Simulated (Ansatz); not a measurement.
**Elastic constants of TiTe2 (P-3m1), step by step**

```
Ti Te
1.0
     3.69756    0.00000    0.00000
    -1.84878    3.20218    0.00000
     0.00000    0.00000    6.44086
Ti Te
1 2
Direct
  0.00000 0.00000 0.00000
  0.66667 0.33333 0.26738
  0.33333 0.66667 0.73262
```

Conventional cell: a = 3.698 Å, b = 3.698 Å, c = 6.441 Å, α = 90.00°, β = 90.00°, γ = 120.00°. Ti (atom 1) is surrounded by 6 Te at 2.74 Å. Te (atom 2) is surrounded by 3 Ti at 2.74 Å.

Computed, not measured; unless marked otherwise by PBEsol, all-electron LAPW in Ansatz 0.2.0, scalar-relativistic. k mesh 12×12×6, strains of ±0.003, Fermi-Dirac smearing of 0.100 eV, basis error target 1 meV/atom. The cell was relaxed by PAW under this functional, which moved its volume by -5 % from the database entry's.

The cell is trigonal and carries a residual pressure of 0.00 GPa at this level. Each strain component that symmetry leaves independent is applied at ±0.003, the ions relax wherever a strain frees them, and the stress (tension positive, GPa) is read. Shears are engineering strains, γ = 2ε.

| strain | size | σxx | σyy | σzz | σyz | σxz | σxy |
| --- | --- | --- | --- | --- | --- | --- | --- |
| xx | -0.003 | -0.2737 | -0.0800 | -0.0551 | -0.0253 | 0.0000 | 0.0000 |
| xx | +0.003 | 0.2543 | 0.0628 | 0.0582 | 0.0243 | 0.0000 | 0.0000 |
| zz | -0.003 | -0.0656 | -0.0656 | -0.1528 | 0.0000 | 0.0000 | 0.0000 |
| zz | +0.003 | 0.0478 | 0.0478 | 0.1489 | 0.0000 | 0.0000 | 0.0000 |
| yz | -0.003 | -0.0327 | 0.0163 | 0.0013 | -0.0678 | 0.0000 | 0.0000 |
| yz | +0.003 | 0.0168 | -0.0332 | 0.0013 | 0.0690 | 0.0000 | 0.0000 |

A central difference gives one constant, for example C11 ≈ (0.2543 − (-0.2737))/(0.006) = 88.0 GPa; the program then imposes the crystal's symmetry on the whole matrix.

What are the independent elastic constants?

C11 = 88.0, C12 = 23.8, C13 = 18.9, C14 = 8.3, C33 = 50.3, C44 = 22.8 GPa.

Is the crystal stable against homogeneous strain?

The least eigenvalue of the 6×6 matrix is 18.0 GPa, so yes.

What moduli does a random aggregate of grains have?

Voigt and Reuss bounds: B from 35.9 to 38.8 and G from 23.5 to 26.5 GPa; their means are B = 37.4 and G = 25.0 GPa. Then E = 9BG/(3B + G) = 61.3 GPa, ν = (3B − 2G)/(6B + 2G) = 0.226 and B/G = 1.49, on the brittle side of Pugh's 1.75 (a rule of thumb).

With the density of 6.599 g/cm³, how fast does sound travel, and what Debye temperature follows?

```
direction  slow (m/s)  middle (m/s)  fast (m/s)
        x        1650          2365        3652
        y        1816          2205        3673
        z        1858          1858        2760
```

The mean of v⁻³ over directions and branches gives v_m = 2120 m/s and θ_D = (ħ/k_B) v_m (6π²n)^(1/3) = 215 K, n being atoms per volume. Young's modulus spans 44 to 86 GPa over directions, and the universal anisotropy index is 0.73.

How far do the constants move if PAW replaces LAPW in the same cell?

```
constant  LAPW (GPa)  PAW (GPa)  difference
     C11        88.0       87.9        -0.1
     C12        23.8       23.8         0.0
     C13        18.9       18.9         0.0
     C14         8.3        8.2        -0.1
     C33        50.3       50.1        -0.2
     C44        22.8       22.7        -0.1
```

Keep in mind: responses of metals move with mesh and smearing; no dispersion correction, so the spacing and stiffness between layers or molecules are poor; elastic stability says nothing of phonons or of other phases; the frozen-core PAW files of the compared runs were fitted under PBE, their cores solved anew for this functional.
